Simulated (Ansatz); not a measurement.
## Si3N4: field gradients at two levels of theory

Cell: an entry of the Crystallography Open Database (COD) whose atoms were relaxed with PBE, the cell held.

Space group P6_3/m (No. 176); a = 7.6140, c = 2.9123 Å, γ = 120.00°.

| site | Wyckoff | site symmetry | x | y | z |
| --- | --- | --- | --- | --- | --- |
| Si | 6h | m.. | 0.1740 | 0.7679 | 0.2500 |
| N7 | 2c | -6.. | 0.3333 | 0.6667 | 0.2500 |
| N9 | 6h | m.. | 0.3298 | 0.0299 | 0.2500 |

One atom of each set is listed.

First run. The numbers come from a DFT calculation in Ansatz (PBE, plane waves and PAW, scalar-relativistic, 420 eV cutoff, Γ-centred 4×4×9 k-points, Fermi–Dirac smearing 0.02 eV).

| site | V_zz (10²¹ V/m²) | η |
| --- | --- | --- |
| Si | 0.98 | 0.42 |
| N7 | -4.92 | 0.00 |
| N9 | -4.98 | 0.08 |

Second run. The same atoms and settings, except that the functional is r2SCAN and the cutoff is 500 eV.

**Question.** Given the first result, estimate the second.

**Answer.** 

```json
{"site": "Si", "V_zz": "0.98", "η": "0.40", "change of V_zz": "0.00"}
{"site": "N7", "V_zz": "-5.00", "η": "0.00", "change of V_zz": "-0.08"}
{"site": "N9", "V_zz": "-4.97", "η": "0.08", "change of V_zz": "+0.01"}
```

The largest change of V_zz is on N7, from -4.92 to -5.00. In per cent, |V_zz| changes by 0 on Si, 0 to +1 on N (all sites that start above 0.5).
